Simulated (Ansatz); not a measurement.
Q: Name crystals whose computed values (PBE+D3(BJ) in the plane-wave PAW code Ansatz) fall in these windows: electron conductivity mass (mₑ) 0.54 to 0.72; B₀ by P(V) fit (GPa) 34 to 43.

A: 

| crystal | electron conductivity mass (mₑ) | B₀ by P(V) fit (GPa) |
|---|---|---|
| MoS2, P6_3/mmc (Mo on 2b, S on 4f) | 0.62 | 39.6 |
Others may fit too.

Not the usual ambient phase: MoS2, P6_3/mmc (Mo on 2b, S on 4f). The cell was relaxed under the symmetry of its start. Rows with no word on spin ran without spin polarisation. Spin–orbit coupling is left out wherever it is not named.

Potentials: the later of the program's two PAW sets.
